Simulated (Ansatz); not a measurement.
## Trial structures of CdBiO4: starts and ends

All numbers below come from Ansatz, DFT PBE, scalar-relativistic, plane waves, PAW. All cells share a 420 eV cutoff and Γ-centred k meshes spaced at most about 0.3 Å⁻¹ (about 0.25 or finer for metals, 2π included). No spin polarisation in the final relaxations.

Each guess was relaxed in cell and atoms at zero pressure, within the symmetry of its start. These are static total energies at zero pressure. Coordination counts O atoms around Bi and Cd (those within 1.25 times the shortest such distance or 1.15 times the sum of covalent radii; a plus sign parts nearer from farther groups; the shortest distance is added where it is long for a bond).

```csv
guess,made from,start group,V start (Å³/atom),end group,V end (Å³/atom),coordination at the end,gap on mesh (eV),E over the lowest end (meV/atom)
1,Hf4AgPd type,P4/mmm,15.8,P4/mmm,13.0,"Cd 10, Bi 10 from 2.6 Å",0,372
2,LaYAl4 type,F-43m,16.8,?,?,?,?,?
3,CrMoO4 type,Cmmm,14.4,Cmmm,14.7,"Cd 4+2, Bi 6",0,0
4,HfTiB4 type,P6/mmm,13.0,P6/mmm,12.5,"Cd 12 from 2.7 Å, Bi 12 from 2.7 Å",0,727
```

Guess 2 as it starts:

```cif
data_structure
_symmetry_space_group_name_H-M 'P 1'
_symmetry_Int_Tables_number 1
_cell_length_a 5.2196
_cell_length_b 5.2196
_cell_length_c 5.2196
_cell_angle_alpha 60.000
_cell_angle_beta 60.000
_cell_angle_gamma 60.000
_cell_volume 100.55
loop_
_atom_site_label
_atom_site_type_symbol
_atom_site_fract_x
_atom_site_fract_y
_atom_site_fract_z
_atom_site_occupancy
Cd1 Cd 0.00000 0.00000 0.00000 1
Bi1 Bi 0.25000 0.25000 0.25000 1
O1 O 0.62499 0.62499 0.12503 1
O2 O 0.62499 0.62499 0.62499 1
O3 O 0.62499 0.12503 0.62499 1
O4 O 0.12503 0.62499 0.62499 1
```

Question: Fill in the missing row: what does this guess relax into, and where does it rank?

Answer: It ends in space group F-43m (No. 216), with a = 6.715 Å, 12.6 Å³/atom and no gap. It lies 1.39 eV/atom over the lowest end, above guess 4 and so the highest of the set. Counting O atoms around Bi and Cd, this end has Cd 12 from 2.8 Å, Bi 12 from 2.8 Å and the lowest (guess 3) has Cd 4+2, Bi 6.

```cif
data_structure
_symmetry_space_group_name_H-M 'P 1'
_symmetry_Int_Tables_number 1
_cell_length_a 4.7485
_cell_length_b 4.7485
_cell_length_c 4.7485
_cell_angle_alpha 60.000
_cell_angle_beta 60.000
_cell_angle_gamma 60.000
_cell_volume 75.71
loop_
_atom_site_label
_atom_site_type_symbol
_atom_site_fract_x
_atom_site_fract_y
_atom_site_fract_z
_atom_site_occupancy
Cd1 Cd 0.00000 0.00000 0.00000 1
Bi1 Bi 0.25000 0.25000 0.25000 1
O1 O 0.62602 0.12193 0.62602 1
O2 O 0.12193 0.62602 0.62602 1
O3 O 0.62602 0.62602 0.12193 1
O4 O 0.62602 0.62602 0.62602 1
```

The zero of energy is the elements' standard structures at the same level (O₂ as a molecule); no fitted shifts are applied.

Question: Is the lowest end bound against the elements?

Answer: Yes: its formation energy is −0.62 eV/atom. Whether it is stable depends on the other phases of the system, which aren't compared here.

These runs have no spin–orbit coupling, which can matter for Bi. In Cmmm, P4/mmm, P6/mmm, F-43m an odd number of electrons in the primitive cell allows no gap without spin; a larger cell or a magnetic state could open one. A magnetic state wasn't ruled out in cells without spin, among them Cmmm, P4/mmm, F-43m. Cells relaxed within their symmetry can be saddle points. A lower structure may well exist outside this small set. Some types were kept out of the candidates beforehand, so the set may lack a known form.
